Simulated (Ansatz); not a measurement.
Y$_{2}$Au squeezed and stretched

A database entry relaxed whole under r2SCAN (Pnma):

```
Y Au
1.0
     7.14022    0.00000    0.00000
     0.00000    4.96908    0.00000
     0.00000    0.00000    8.93489
Y Au
8 4
Direct
  0.14714 0.25000 0.08308
  0.35286 0.75000 0.58308
  0.64714 0.25000 0.41692
  0.85286 0.75000 0.91692
  0.01207 0.25000 0.67377
  0.48793 0.75000 0.17377
  0.51207 0.25000 0.82623
  0.98793 0.75000 0.32623
  0.24294 0.25000 0.40287
  0.25706 0.75000 0.90287
  0.74294 0.25000 0.09713
  0.75706 0.75000 0.59713
```

The cell was scaled uniformly, its shape held, and the atoms relaxed at each volume with plane-wave PAW DFT (Ansatz 0.2.0; r2SCAN, 500 eV, 5×7×4 Γ-centred mesh, fermi-dirac occupations of width 0.100 eV; no spin, no spin-orbit coupling). One row is withheld.

| volume (Å³/atom) | energy over the lowest (meV/atom) | pressure (GPa) |
| --- | --- | --- |
| 24.833 | 22.5 | 4.76 |
| 25.361 | 9.7 | 3.01 |
| 25.889 | ? | ? |
| 26.418 | 0.0 | 0.00 |
| 26.946 | 2.1 | -1.30 |
| 27.474 | 8.3 | -2.46 |
| 28.003 | 18.1 | -3.52 |

Q: Fit the pressures of the other rows to the third-order Birch-Murnaghan form.

A: With f = [(V₀/V)^(2/3) − 1]/2 and P = 3B₀f(1 + 2f)^(5/2)[1 + 3(B₀′ − 4)f/2], least squares gives V₀ = 26.42 Å³ an atom, B₀ = 67.9 GPa and B₀′ = 4.1; the rows miss the fit by less than 0.01 GPa. The slope of the energies differs from these pressures by less than 0.05 GPa.

Q: What does the withheld row hold?

A: The fit gives 1.43 GPa at 25.889 Å³; the run gave 1.43 GPa and 2.4 meV an atom.

Caveats: the shape of the cell was held, so B₀ is an upper bound where the axes differ in stiffness; 0 K, fixed nuclei; the symmetry was kept, and this need not be the phase that is stable at 0 K; one mesh for all volumes; every run is gapless at this level; pressure is positive in compression.
